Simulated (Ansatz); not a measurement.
Phonon spectrum of Ga₃B₂As

The calculation used DFT PBE, scalar-relativistic, plane waves, PAW (Ansatz). Settings: 420 eV plane-wave cutoff, Γ-centred 12×12×4 mesh, Gaussian smearing of 0.10 eV. No spin polarisation. Phonons by linear response, acoustic sum rule imposed.

Equilibrium structure at this level:
```yaml
crystal:
  lattice:
    - [3.06655, 0.00000, 0.00000]
    - [-1.53327, 2.65571, 0.00000]
    - [0.00000, 0.00000, 10.88906]
  atoms:
    - { symbol: Ga, position: [0.33333, 0.66667, 0.60551] }
    - { symbol: Ga, position: [0.00000, 0.00000, 0.14625] }
    - { symbol: Ga, position: [0.00000, 0.00000, 0.82183] }
    - { symbol: B, position: [0.33333, 0.66667, 0.98379] }
    - { symbol: B, position: [0.66667, 0.33333, 0.98821] }
    - { symbol: As, position: [0.33333, 0.66667, 0.34941] }
```

The structure comes from a proposed guess, relaxed at this level; another structure or a mixture of phases may lie lower. In a metal, frequencies and elastic constants depend on the k mesh and the smearing, soft modes and shear constants most. The q mesh is coarse, so values between its points are rough.

Force constants from linear response on a 3×3×1 q mesh.

Question: Is the structure dynamically stable on the q mesh?

Answer: No: at q = (0.333, 0.333, 0.000) a mode is imaginary, 119i cm⁻¹.

Question: Give the frequencies (cm⁻¹) at the zone-boundary points of high symmetry (interpolated where a point lies off the q mesh).

Answer:
```csv
point,q,frequencies
M,0.500 0.000 0.000,92i 64i 45 60 74 77 88 100 118 130 137 162 282 369 386 727 757 784
K,0.333 0.333 0.000,119i 114i 66 67 81 106 113 114 124 126 131 139 377 393 593 636 639 824
A,0.000 0.000 0.500,13i 13i 13 13 34 34 43 46 46 69 107 107 124 188 243 437 872 872
L,0.500 0.000 0.500,92i 63i 44 65 70 78 87 97 122 128 136 163 282 369 386 727 757 784
H,0.333 0.333 0.500,119i 114i 67 68 82 104 113 114 123 124 131 142 377 393 593 636 639 824
```
